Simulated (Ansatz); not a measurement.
# Is this Mg5ZnS6 structure a true minimum?

It was reached by relaxing an invented guess, and it needn't be the stable form of this composition.

Level of theory: Ansatz, DFT PBE, scalar-relativistic, plane waves, PAW. Settings: cutoff 420 eV, Γ-centred mesh 6×6×4 on the computed 12-atom cell, Gaussian smearing of 0.02 eV; no spin polarisation.

The cell below (12 atoms, space group P31m (No. 157)) is relaxed within its symmetry.

```cif
data_structure
_symmetry_space_group_name_H-M 'P 1'
_symmetry_Int_Tables_number 1
_cell_length_a 6.9595
_cell_length_b 6.9595
_cell_length_c 6.4699
_cell_angle_alpha 90.000
_cell_angle_beta 90.000
_cell_angle_gamma 120.000
_cell_volume 271.38
loop_
_atom_site_label
_atom_site_type_symbol
_atom_site_fract_x
_atom_site_fract_y
_atom_site_fract_z
_atom_site_occupancy
Mg1 Mg 0.00000 0.66983 0.00241 1
Mg2 Mg 0.66983 0.00000 0.00241 1
Mg3 Mg 0.33017 0.33017 0.00241 1
Mg4 Mg 0.33333 0.66667 0.50294 1
Mg5 Mg 0.66667 0.33333 0.50294 1
Zn1 Zn 0.00000 0.00000 0.50421 1
S1 S 0.00000 0.67689 0.38467 1
S2 S 0.67689 0.00000 0.38467 1
S3 S 0.32311 0.32311 0.38467 1
S4 S 0.33333 0.66667 0.88427 1
S5 S 0.00000 0.00000 0.87012 1
S6 S 0.66667 0.33333 0.88427 1
```

For the test it was strained at random (σ = 1.5 % a component), the atoms were moved at random (σ = 0.15 Å), and all was relaxed again on a coarse 2×3×3 mesh (in the run’s order of axes) with 0.10 eV smearing, with no symmetry imposed.

**Question.** Does it come back?

**Answer.** It returns, within 1 meV/atom of the unmoved cell on that mesh and with the same symmetry when read at 0.1 Å. So it is stable against the distortions that fit this cell and that this random move excites. Modes that don't fit the cell aren't tested.
